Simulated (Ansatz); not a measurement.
A plane-wave DFT run in Ansatz 0.2.0 (scalar-relativistic PAW potentials unless the input names others): input and command.

```yaml
crystal:
  lattice:
    - [0.0, 4.7845498536, 4.7845498536]
    - [4.7845498536, 0.0, 4.7845498536]
    - [4.7845498536, 4.7845498536, 0.0]
  atoms:
    - { symbol: Rb, position: [0.75, 0.75, 0.75] }
    - { symbol: Rb, position: [0.25, 0.25, 0.25] }
    - { symbol: In, position: [0.5, 0.5, 0.5] }
    - { symbol: Bi, position: [0.0, 0.0, 0.0] }
    - { symbol: F, position: [0.7642827441, 0.2357172559, 0.2357172559] }
    - { symbol: F, position: [0.2357172559, 0.2357172559, 0.7642827441] }
    - { symbol: F, position: [0.2357172559, 0.7642827441, 0.7642827441] }
    - { symbol: F, position: [0.2357172559, 0.7642827441, 0.2357172559] }
    - { symbol: F, position: [0.7642827441, 0.2357172559, 0.7642827441] }
    - { symbol: F, position: [0.7642827441, 0.7642827441, 0.2357172559] }
basis:
  ecutwfc: 420
kpoints:
  mp_grid: { grid: [6, 6, 6] }
hamiltonian:
  xc: pbesol
scf:
  occupations: { method: cold, width: 0.005 }
output:
  forces: true
  eigenvalues: true
  stress: true
```

```bash
ansatz run input.yaml --threads 2 --pin off --max-ram 5120MiB --backend cpu --events-out ev --progress --plain --runs-dir out
```

Abridged log:
```
Pseudopotentials: kind: paw
Pseudopotential: Rb, paw, valence charge 9, recommended cutoff 420 eV (normal)
Pseudopotential: In, paw, valence charge 13, recommended cutoff 420 eV (normal)
Pseudopotential: Bi, paw, valence charge 15, recommended cutoff 420 eV (normal)
Pseudopotential: F, paw, valence charge 7, recommended cutoff 420 eV (normal)
Functional definition: PBEsol
Crystal: 10 atoms, lattice volume = 219.055 Å³
Basis set: ecut = 420 eV, 4279 PW (Γ), exchange–correlation on 96×96×96 points (8 copies of the dense FFT grid, shifted against one another)
Bands: 54, of which v1, the nominal top of the filled ones, is band 44 counted from 1 (43 counted from 0)
Symmetry: 48 space group operations
Space group: Fm-3m (ITA 225), of the structure as read, at distance tolerance 6.0e-5 Å
k-points: 16 of 216
Initial density: superposition of atomic densities (neutral atoms: chi_scale 0, normalization atom), corrected by the library's trained network
Initial wavefunctions: pseudopotential atomic-orbital guess
Functional: x = pbesol(κ = 0.804, μ = 0.12345679), c = pbesol(β = 0.046)
SCF iter   1: F=—  HF=-29010.722496 eV  |F-HF|=—  |Δ(HF+E_count)|=         —  Δρ=1.13e-2  dr2=1.90e-1  ethr=1.77e-3  ⟨swp⟩=7.6  Hψ=4025  notcnv=0
SCF iter   2: F=—  HF=-29010.674547 eV  |F-HF|=—  |Δ(HF+E_count)|=   4.79e-2  S|Δr|=    0.00e0  Δρ=3.50e-3  dr2=1.48e-2  ethr=2.16e-4  ⟨swp⟩=2.1  Hψ=1746  notcnv=0  defer=63
SCF iter   3: F=—  HF=-29010.671034 eV  |F-HF|=—  |Δ(HF+E_count)|=   3.51e-3  S|Δr|=    0.00e0  Δρ=7.19e-4  dr2=1.42e-3  ethr=1.68e-5  ⟨swp⟩=2.1  Hψ=1199  notcnv=0  defer=49
automatic band count: iteration 3 solves 53 bands in place of 54: the levels show a gap, and the empty bands left out lie too high to hold charge; the band table lists the bands solved (type scf.n_extra_bands for more)
SCF iter   4: F=—  HF=-29010.670900 eV  |F-HF|=—  |Δ(HF+E_count)|=   1.34e-4  S|Δr|=    0.00e0  Δρ=1.68e-4  dr2=5.66e-5  ethr=1.61e-6  ⟨swp⟩=2.8  Hψ=1459  notcnv=0  defer=49
SCF iter   5: F=—  HF=-29010.670758 eV  |F-HF|=—  |Δ(HF+E_count)|=   1.43e-4  S|Δr|=    0.00e0  Δρ=4.24e-5  dr2=2.69e-6  ethr=6.43e-8  ⟨swp⟩=2.0  Hψ=1347  notcnv=0  defer=49
SCF iter   6: F=—  HF=-29010.670761 eV  |F-HF|=—  |Δ(HF+E_count)|=   3.16e-6  S|Δr|=    0.00e0  Δρ=8.37e-6  dr2=1.89e-7  ethr=3.06e-9  ⟨swp⟩=2.0  Hψ=1295  notcnv=0  defer=49
SCF iter   7: F=-29010.670761 eV  HF=-29010.670761 eV  |F-HF|=1.59e-8  |Δ(HF+E_count)|=   2.44e-7  S|Δr|=    0.00e0  Δρ=2.07e-6  dr2=1.37e-8  ethr=1.14e-10  ⟨swp⟩=10.8  Hψ=3832  notcnv=0
SCF 1 converged in 7 iterations: F = -29010.670761 eV  dr2 = 1.37e-8
SCF converged after 7 iterations
Stability not checked: this state was not tested for a lower state beside it, because cold or Methfessel-Paxton smearing, or corrected tetrahedra, fill the levels in a way that the test cannot read (fill_not_monotonic; see scf.lower_state_search)
Free energy (F): -29010.670761 eV
Harris-Foulkes:  -29010.670761 eV  (|F-HF|=1.59e-8)
Internal energy: -29010.670761 eV  (E = F + TS)
E sigma→0 (E₀):  -29010.670761 eV
Fermi energy:    6.500820 eV
Step filling:    the computed levels leave a gap of 1.9735 eV = 394.7 smearing widths at the electron count; against every level under it full and every level over it empty, smearing changes F+E_penalty+E_count by +0.00e0 meV and its σ→0 estimate by +0.00e0 meV
--- Forces (eV/Å), atoms counted from 1 ---
  atom   1  Rb     0.00000000     0.00000000     0.00000000
  atom   2  Rb     0.00000000     0.00000000     0.00000000
  atom   3  In     0.00000000     0.00000000     0.00000000
  atom   4  Bi     0.00000000     0.00000000     0.00000000
  atom   5  F      0.00079555     0.00000000     0.00000000
  atom   6  F      0.00000000     0.00000000     0.00079555
  atom   7  F     -0.00079555     0.00000000     0.00000000
  atom   8  F      0.00000000     0.00079555     0.00000000
  atom   9  F      0.00000000    -0.00079555     0.00000000
  atom  10  F      0.00000000     0.00000000    -0.00079555
--- Stress (GPa, compression-positive) ---
       -0.020577       0.000000       0.000000
        0.000000      -0.020577       0.000000
        0.000000       0.000000      -0.020577
  P = ⅓ Tr σ = -0.0206 GPa (-0.206 kbar)
```

Apart from outputs, empty bands and the relaxation, which only the reference makes, the input differs from a reference run on usual settings in scf.occupations.method: "gaussian" → "cold"; scf.occupations.width: 0.02 → 0.005. The reference, at the same geometry, ended its own course with pressure -0.02 GPa, largest force 0.001 eV/Å, gap on the mesh 1.97 eV. This run converged in 7 SCF iterations with an energy at zero smearing within 0.01 meV/atom of the reference's, pressure -0.02 GPa, largest force 0.001 eV/Å, gap on the mesh 1.97 eV.

The run took 4.8 s on 2 threads of Arm Neoverse V2 (shared host), peak memory 0.58 GiB.